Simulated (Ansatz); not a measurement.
# AlGa$_{2}$P$_{3}$: vibrational free energy, entropy and heat capacity

The calculation used Ansatz, DFT PBE, scalar-relativistic, plane waves, PAW. Plane waves to 420 eV; Γ-centred k mesh 12×12×2; fixed occupations. No spin polarisation. Phonons by linear response, acoustic sum rule imposed.

Relaxed structure:
```
Al Ga P
1.0
     3.88382    0.00000    0.00000
    -1.94191    3.36348    0.00000
     0.00000    0.00000   19.17948
Al Ga P
2 4 6
Direct
  0.66667 0.33333 0.83300
  0.33333 0.66667 0.33300
  0.66667 0.33333 0.16677
  0.66667 0.33333 0.50004
  0.33333 0.66667 0.00004
  0.33333 0.66667 0.66677
  0.66667 0.33333 0.29163
  0.66667 0.33333 0.62480
  0.66667 0.33333 0.95775
  0.33333 0.66667 0.12480
  0.33333 0.66667 0.45775
  0.33333 0.66667 0.79163
```

The cell was found from a structure generator's guess, not taken from experiment. The q mesh is coarse, so values between its points are rough.

Force constants from linear response on a 2×2×1 q mesh, interpolated to a fine mesh.

Phonon density of states, in bins of 10 cm⁻¹:
| bin centre (cm⁻¹) | share of modes (%) |
| --- | --- |
| 5 | 0.0 |
| 15 | 0.0 |
| 25 | 0.1 |
| 35 | 0.3 |
| 45 | 0.5 |
| 55 | 0.7 |
| 65 | 1.2 |
| 75 | 2.1 |
| 85 | 4.0 |
| 95 | 5.5 |
| 105 | 4.3 |
| 115 | 3.4 |
| 125 | 2.9 |
| 135 | 2.6 |
| 145 | 3.7 |
| 155 | 1.9 |
| 165 | 1.0 |
| 175 | 1.0 |
| 185 | 1.2 |
| 195 | 1.5 |
| 205 | 1.9 |
| 215 | 0.9 |
| 225 | 0.8 |
| 235 | 2.2 |
| 245 | 1.6 |
| 255 | 1.1 |
| 265 | 0.6 |
| 275 | 0.9 |
| 285 | 1.8 |
| 295 | 0.1 |
| 305 | 0.0 |
| 315 | 0.4 |
| 325 | 3.9 |
| 335 | 10.4 |
| 345 | 8.3 |
| 355 | 9.9 |
| 365 | 0.3 |
| 375 | 0.1 |
| 385 | 0.7 |
| 395 | 1.4 |
| 405 | 1.7 |
| 415 | 6.6 |
| 425 | 4.2 |
| 435 | 1.5 |
| 445 | 0.4 |
| 455 | 0.0 |

Q: Give the zero-point energy per atom.

A: 47.7 meV.

Q: How large are the vibrational entropy and heat capacity at 300 K?

A: S = 3.05 k_B and C_V = 2.60 k_B per atom, 87 % of the Dulong–Petit value.

Q: Tabulate them against temperature.

A:
| T (K) | F_vib (meV/atom) | S (k_B/atom) | C_V (k_B/atom) |
| --- | --- | --- | --- |
| 100 | 45.1 | 0.85 | 1.27 |
| 200 | 32.4 | 2.07 | 2.22 |
| 300 | 10.1 | 3.05 | 2.60 |
| 400 | -19.6 | 3.82 | 2.76 |
| 500 | -55.4 | 4.45 | 2.84 |
| 600 | -96.0 | 4.97 | 2.89 |
| 700 | -140.8 | 5.42 | 2.92 |
| 800 | -189.3 | 5.81 | 2.94 |
| 900 | -240.8 | 6.16 | 2.95 |
| 1000 | -295.3 | 6.47 | 2.96 |
